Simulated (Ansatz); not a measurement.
Equation of state of Ga from a dense series

```xyz
1
Lattice="-1.4040 1.4040 2.2290 1.4040 -1.4040 2.2290 1.4040 1.4040 -2.2290" Properties=species:S:1:pos:R:3 pbc="T T T"
Ga    0.0000    0.0000    0.0000
```

Conventional cell: a = 2.808 Å, b = 2.808 Å, c = 4.458 Å, α = 90.00°, β = 90.00°, γ = 90.00°. Around Ga (atom 1) lie 12 Ga at 2.81 to 2.99 Å.

The cell is COD entry 9012723, as deposited and not checked against the literature; nothing was relaxed.

All numbers below come from Ansatz 0.2.0, DFT, LDA, all-electron LAPW, scalar-relativistic.

Settings: a Γ-centred 14×14×16 k mesh, Fermi–Dirac smearing of 0.05 eV, basis error target 0.25 meV/atom, no spin polarisation; this mesh doesn't keep the crystal's whole symmetry, which leaves small spurious terms.

The cell is scaled evenly. Fractional coordinates are held (clamped ions).

```csv
V (Å³/atom),P (GPa)
16.697,1.74
16.872,0.98
17.136,-0.08
17.224,-0.41
17.400,-1.05
17.575,-1.64
17.751,-2.20
17.927,-2.73
18.015,-2.98
18.278,-3.68
18.454,-4.12
18.630,-4.52
```

Question: Fit a third-order Birch–Murnaghan curve to the pressures.

Answer: P = (3B0/2)(y^(7/2) − y^(5/2))[1 + (3/4)(B0′ − 4)(y − 1)] with y = (V0/V)^(2/3) fits within 0.01 GPa for V0 = 17.115 Å³/atom, B0 = 66.2 GPa and B0′ = 5.09.

Question: Predict the pressure at the withheld volume, 16.521 Å³/atom.

Answer: There y = 1.0238, so the fit gives 2.56 GPa; the run gave 2.54 GPa.
